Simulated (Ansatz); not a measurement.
SnSeS:
```
SnSeS
1.0
    3.74628     0.00000     0.00000
   -1.87314     3.24437     0.00000
    0.00000     0.00000     6.14536
Sn Se S
1 1 1
Direct
  0.33333   0.66667   0.00780
  0.00000   0.00000   0.74912
  0.66667   0.33333   0.24308
```

Relaxed with r²SCAN+D4. Special points in fractions of this cell's reciprocal vectors: Γ (0.000, 0.000, 0.000); M (0.500, 0.000, 0.000); K (0.333, 0.333, 0.000); A (0.000, 0.000, 0.500); L (0.500, 0.000, 0.500); H (0.333, 0.333, 0.500).

**Question.** List the band energies nearest the valence-band maximum at these points for the program Ansatz at the r²SCAN+D4 level (PAW).

**Answer.** In eV from the valence-band maximum; about four levels below and three above (degenerate sets whole), none deeper than 8.9 eV; points with the same levels are listed once.

```tsv
k	below	above
Γ	-1.00 -1.00 -0.18 -0.08 -0.08	1.78 3.83 5.37 5.37
M	-2.83 -2.67 -1.09 -0.32	1.57 4.57 6.13
K	-3.56 -3.35 -1.52 -1.35	1.93 7.04 7.15
A	-1.02 -1.02 -0.01 -0.01	2.90 3.89 5.14 5.14
L	-2.54 -2.00 -0.80 -0.62	1.31 4.87 5.57
H	-4.03 -3.67 -0.56 -0.40	2.88 5.45 5.50
```

Space group P3m1. The first step of the workflow began from a Materials Project structure, measured or hypothetical; the Crystallography Open Database copy checked does not list it. With Se and S taken as one species the cell has the higher symmetry P-3m1, so it may be an ordered model of a mixed-site phase. Whether it is the stable phase at ambient conditions was not checked. Symmetry was held in the r²SCAN+D4 relaxation; its stability against distortions is not shown here. Spin–orbit coupling is left out wherever it is not named.

Potentials: the later of the program's two PAW sets.
